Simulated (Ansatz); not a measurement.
Here is the system:

Pd:
```cif
data_Pd
_chemical_formula_sum 'Pd1'
_space_group_name_H-M_alt 'Pm-3m'
_space_group_IT_number 221
_space_group_name_Hall '-P 4 2 3'
_cell_length_a 2.58800
_cell_length_b 2.58800
_cell_length_c 2.58800
_cell_angle_alpha 90.000
_cell_angle_beta 90.000
_cell_angle_gamma 90.000
loop_
_atom_site_label
_atom_site_type_symbol
_atom_site_symmetry_multiplicity
_atom_site_Wyckoff_symbol
_atom_site_fract_x
_atom_site_fract_y
_atom_site_fract_z
_atom_site_occupancy
Pd1 Pd 1 a 0.00000 0.00000 0.00000 1
```

This is the r²SCAN-relaxed structure.

All from r²SCAN in the plane-wave PAW code Ansatz, unless another level is named. Give the density of states at the Fermi level.

1.3 states/eV per atom (mean over ±0.08 eV).

What about the gap with spin–orbit coupling?

none (metallic).

A made-up cell: these elements were put on the sites of a structure type; neither database checked (COD, Materials Project) lists it. It is not the phase usual at ambient conditions (space group No. 225). The r²SCAN relaxation kept the symmetry of its start. At this level the phase is mechanically unstable. The run is not spin-polarised. Spin–orbit coupling is left out wherever it is not named.

Potentials: the later of the program's two PAW sets.
